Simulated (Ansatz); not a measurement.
Cs:
```cif
data_Cs
_chemical_formula_sum 'Cs1'
_space_group_name_H-M_alt 'P 1'
_space_group_IT_number 1
_cell_length_a 5.59450
_cell_length_b 5.59450
_cell_length_c 5.59450
_cell_angle_alpha 60.000
_cell_angle_beta 60.000
_cell_angle_gamma 60.000
loop_
_space_group_symop_operation_xyz
  'x, y, z'
loop_
_atom_site_label
_atom_site_type_symbol
_atom_site_fract_x
_atom_site_fract_y
_atom_site_fract_z
_atom_site_occupancy
Cs1 Cs 0.00000 0.00000 0.00000 1
```

Relaxed with r²SCAN.

Question: Which orbitals make up the states near the Fermi level in r²SCAN (plane waves, PAW; program Ansatz)?

Answer: Within 0.5 eV of the Fermi level: Cs 6s 80 %, outside the projected shells 20 %. Projections are on Löwdin-orthogonalised atomic valence shells; empty p or d shells of many metals are not among them.

Question: Tabulate the density of states.

Answer: States/eV per cell of 1 atom, in 0.25 eV bins, energy from the Fermi level.

```csv
E (eV),total,Cs 6s,Cs 5p
-7.85,0.00,0.00,0.00
-7.60,0.00,0.00,0.00
-7.35,0.00,0.00,0.00
-7.10,0.00,0.00,0.00
-6.85,0.00,0.00,0.00
-6.60,0.00,0.00,0.00
-6.35,0.00,0.00,0.00
-6.10,0.00,0.00,0.00
-5.85,0.00,0.00,0.00
-5.60,0.00,0.00,0.00
-5.35,0.00,0.00,0.00
-5.10,0.00,0.00,0.00
-4.85,0.00,0.00,0.00
-4.60,0.00,0.00,0.00
-4.35,0.00,0.00,0.00
-4.10,0.00,0.00,0.00
-3.85,0.00,0.00,0.00
-3.60,0.00,0.00,0.00
-3.35,0.00,0.00,0.00
-3.10,0.00,0.00,0.00
-2.85,0.00,0.00,0.00
-2.60,0.00,0.00,0.00
-2.35,0.00,0.00,0.00
-2.10,0.00,0.00,0.00
-1.85,0.00,0.00,0.00
-1.60,0.14,0.14,0.00
-1.35,0.31,0.31,0.00
-1.10,0.44,0.43,0.01
-0.85,0.56,0.54,0.01
-0.60,0.69,0.66,0.01
-0.35,0.85,0.78,0.01
-0.10,1.06,0.93,0.01
0.15,1.37,1.11,0.01
0.40,1.50,0.95,0.00
0.65,1.68,0.34,0.00
0.90,1.56,0.32,0.00
1.15,2.93,0.24,0.00
1.40,3.58,0.05,0.00
1.65,2.25,0.03,0.00
1.90,1.71,0.01,0.00
2.15,1.35,0.01,0.00
2.40,1.19,0.06,0.00
2.65,2.76,0.15,0.00
2.90,4.44,0.13,0.00
3.15,1.70,0.05,0.00
3.40,1.81,0.04,0.00
3.65,2.71,0.10,0.00
3.90,3.16,0.11,0.00
4.15,2.15,0.04,0.00
4.40,3.23,0.05,0.00
4.65,4.88,0.10,0.00
```

Space group Fm-3m (fcc (Cu type)). The workflow started from a Materials Project entry (that database holds measured and hypothetical structures alike); the Crystallography Open Database files this formula in space group No. 225, but the cells were not matched. It is not the phase usual at ambient conditions (space group No. 229). Symmetry was held in the r²SCAN relaxation; whether a distortion lowers the energy is not shown. Spin–orbit coupling is left out wherever it is not named.

Potentials: the later of the program's two PAW sets.
